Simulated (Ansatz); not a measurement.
## BaLiSbS3, one structure, two calculations

Cell: a refined structure from the COD whose atoms were relaxed with PBE, the cell held.

```cif
data_BaLiSbS3
_symmetry_space_group_name_H-M 'Pbam'
_symmetry_Int_Tables_number 55
_cell_length_a 11.6730
_cell_length_b 12.1660
_cell_length_c 8.7800
_cell_angle_alpha 90.000
_cell_angle_beta 90.000
_cell_angle_gamma 90.000
loop_
_atom_site_label
_atom_site_type_symbol
_atom_site_symmetry_multiplicity
_atom_site_Wyckoff_symbol
_atom_site_fract_x
_atom_site_fract_y
_atom_site_fract_z
Ba1 Ba 4 h 0.3260 0.4799 0.5000
Ba5 Ba 4 g 0.0060 0.3326 0.0000
Li Li 8 i 0.2354 0.1873 0.2455
Sb17 Sb 4 g 0.3001 0.4660 0.0000
Sb21 Sb 4 h 0.0032 0.2868 0.5000
S25 S 4 g 0.2637 0.2666 0.0000
S29 S 8 i 0.1640 0.5064 0.2061
S37 S 8 i 0.0268 0.1551 0.2895
S45 S 4 h 0.7913 0.2743 0.5000
```

One atom of each set is listed.

First run. The numbers come from a DFT calculation in Ansatz (PBE, plane waves and PAW, scalar-relativistic, 420 eV cutoff, Γ-centred 3×3×3 k-points, Fermi–Dirac smearing 0.02 eV).

```json
{"site": "Ba1", "V_zz (10²¹ V/m²)": "5.80", "η": "0.84"}
{"site": "Ba5", "V_zz (10²¹ V/m²)": "-9.34", "η": "0.02"}
{"site": "Li", "V_zz (10²¹ V/m²)": "-0.088", "η": "0.98"}
{"site": "Sb17", "V_zz (10²¹ V/m²)": "-25.4", "η": "0.17"}
{"site": "Sb21", "V_zz (10²¹ V/m²)": "-24.7", "η": "0.19"}
{"site": "S25", "V_zz (10²¹ V/m²)": "13.98", "η": "0.04"}
{"site": "S29", "V_zz (10²¹ V/m²)": "13.50", "η": "0.06"}
{"site": "S37", "V_zz (10²¹ V/m²)": "13.69", "η": "0.07"}
{"site": "S45", "V_zz (10²¹ V/m²)": "14.23", "η": "0.04"}
```

Second run. The same atoms and settings, except that the functional is r2SCAN and the cutoff is 500 eV.

Problem. Given the first result, estimate the second.

Solution. 

| site | V_zz | η | change of V_zz |
| --- | --- | --- | --- |
| Ba1 | 6.03 | 0.84 | +0.23 |
| Ba5 | -9.73 | 0.02 | -0.39 |
| Li | 0.083 | 0.99 | – |
| Sb17 | -27.2 | 0.15 | -1.83 |
| Sb21 | -26.6 | 0.18 | -1.85 |
| S25 | 14.20 | 0.06 | +0.22 |
| S29 | 13.89 | 0.04 | +0.39 |
| S37 | 14.08 | 0.07 | +0.39 |
| S45 | 14.43 | 0.02 | +0.20 |

The largest change of V_zz along a kept axis is on Sb21, from -24.7 to -26.6. In per cent, |V_zz| changes by +4 on Ba, +7 on Sb, +1 to +3 on S (all sites that start above 0.5). On Li the largest principal value lies along another axis in the second run, so the two V_zz can't be compared directly.

Without spin–orbit coupling (the program notes it for Ba and Sb) the gradients are little affected as a rule: paired runs on crystals with a gap mostly move them by under 2 % at such atoms. With these PAW files V_zz is typically within 2 to 3 % of all-electron values, but misses above 10 % occur on Li, Sb.
For the second run: The largest force is 0.3 eV/Å, so the atoms aren't at the calculated equilibrium and relaxing them would move these values.
